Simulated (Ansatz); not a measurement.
**Property card for Be2ZnSe3**

All numbers below come from Ansatz 0.2.0, DFT PBE, scalar-relativistic, plane waves, PAW.

Plane waves to 420 eV, a k mesh through Γ of 8×8×8 on the computed 6-atom cell and Gaussian smearing (0.02 eV); no spin polarisation.

The structure is relaxed at this level of theory with its symmetry kept, and needn't be the ground state of this composition.

```
Be Zn Se
1.0
    -1.88718    1.88718    8.12870
     1.88718   -1.88718    8.12870
     1.88718    1.88718   -8.12870
Be Zn Se
2 1 3
Direct
  0.32800 0.32800 0.00000
  0.67200 0.67200 0.00000
  0.00000 0.00000 0.00000
  0.40455 0.90455 0.50000
  0.75000 0.25000 0.50000
  0.09545 0.59545 0.50000
```

```json
{"Space group": "I-4m2 (No. 119)", "Volume per atom": "19.30 Å³", "Formation energy from the elements' standard states (uncorrected)": "-0.742 eV/atom", "Kohn–Sham band gap": "2.65 eV", "Orbital (Löwdin) character of the top 1 eV of the valence band": "Se 4p 91 %, unprojected 5 %", "Bader charge by site (e)": "Be (2 in the cell) 1.57, Zn (1 in the cell) 0.74, Se (2 in the cell) -1.16, Se (1 in the cell) -1.56"}
```

The cell was found from a structure generator's guess, not taken from experiment. Kohn–Sham gaps at this level usually fall short of measured ones.
